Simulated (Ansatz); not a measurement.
Consider the following.

LaWN₃:
```
CELL_PARAMETERS angstrom
      5.79482     0.00000     0.00000
      0.00000     3.85736     0.00000
     -2.58150     0.00000     7.46564
ATOMIC_POSITIONS crystal
  La 0.24706 0.25000 0.18508
  La 0.75294 0.75000 0.81492
  W  0.14019 0.25000 0.66814
  W  0.85981 0.75000 0.33186
  N  0.03508 0.25000 0.86597
  N  0.96492 0.75000 0.13403
  N  0.97503 0.25000 0.38982
  N  0.02497 0.75000 0.61018
  N  0.46739 0.25000 0.74133
  N  0.53261 0.75000 0.25867
```

This is the PBEsol-relaxed structure. Cartesian axes are those of the cell as given.

Q: All from PBEsol (plane waves, PAW; program Ansatz), unless another level is named. Predict the Born charges (a third of the trace).

A: La +4.46, W +5.09, N -3.52 to -2.70 e.

Q: And the static dielectric constant ε0 (ions relaxed, cell fixed)?

A: 16.2 (xx), 25.1 (yy), 18.5 (zz).

Q: Give the electronic dielectric constant ε∞ (DFPT).

A: 7.03 (xx), 7.62 (yy), 6.90 (zz).

Space group P2_1/m. The workflow started from a Materials Project entry (that database holds measured and hypothetical structures alike); the Crystallography Open Database copy checked does not list it. Whether it is the stable phase at ambient conditions was not checked. The cell was relaxed with PBEsol under the symmetry of its start; whether a distortion lowers the energy is not shown. The run is not spin-polarised. Scalar-relativistic: spin–orbit coupling is off unless named, which matters more the heavier the elements.

Potentials: the later of the program's two PAW sets.
